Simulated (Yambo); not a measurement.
Data:

```xyz
10
Lattice="0.0000 5.2400 5.2400 5.2400 0.0000 5.2400 5.2400 5.2400 0.0000" Properties=species:S:1:pos:R:3 pbc="T T T"
Cl     2.5005     5.2400     5.2400
Cl     7.9795     5.2400     5.2400
Cl     5.2400     2.5005     5.2400
Cl     5.2400     7.9795     5.2400
Cl     5.2400     5.2400     2.5005
Cl     5.2400     5.2400     7.9795
Sc     0.0000     0.0000     0.0000
Rb     7.8600     7.8600     7.8600
Rb     2.6200     2.6200     2.6200
Ag     5.2400     5.2400     5.2400
```

Workflow: norm-conserving PBEsol (Quantum ESPRESSO, 82 Ry, scalar-relativistic), then G0W0 in Yambo (2×2×2 Γ-centred k mesh, bands 6 to 305 and a 6 Ry block in the screening, 305 bands in G with the Bruneval-Gonze terminator, plasmon pole fitted at 27.2 eV).

Task: Give the PBEsol and G0W0 gaps between the band edges found on this mesh, and say where the edges lie.

Result: Edges: L → X. PBEsol: 3.24 eV; G0W0: 6.07 eV. Nearest settings tried, and what they do to the gap: 201 bands in G: +18 meV; 201 bands in W, 201 bands in G: +83 meV; 5 Ry block (387 vectors against 537): -2 meV. Not varied: mesh. So the settings aren't converged at that level. The k mesh is coarse. Spin-orbit splittings are left out.

Geometry of the Materials Project entry, not relaxed at this level.

The structure is a Materials Project entry; no match was found in the copy of COD used, and its stability was not checked.
